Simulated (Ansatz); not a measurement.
A geometry of Be away from equilibrium: step 3 of the relaxation of a randomly generated symmetric cell of Be (space group No. 164). Calculation: PBE (plane waves to 420 eV, PAW, scalar-relativistic; Ansatz, a quantum-chemistry and plane-wave program). Γ-centred k-mesh 13×13×13 on the run's cell (coarser than for final values), Fermi–Dirac smearing 0.05 eV.

```xyz
2
Lattice="2.9660 0.0000 0.0000 -1.4830 2.5686 0.0000 0.0000 0.0000 2.4055" Properties=species:S:1:pos:R:3:forces:R:3 pbc="T T T" free_energy=-184.618 pressure_GPa=4.2
Be     1.4830     0.8562     0.5999    0.0000    0.0000    0.0329
Be     0.0000     1.7124     1.8056    0.0000    0.0000   -0.0329
```

Positions in Å, forces in eV/Å, free energy of the cell in eV (comparable only within this code, potentials and settings). Largest force: 0.03 eV/Å, on Be1, Be2 (atoms numbered as listed); the geometry lies 0.02 eV/atom above the end of its relaxation.

No spin polarisation in the result.

The run could not lose the symmetry of its start.
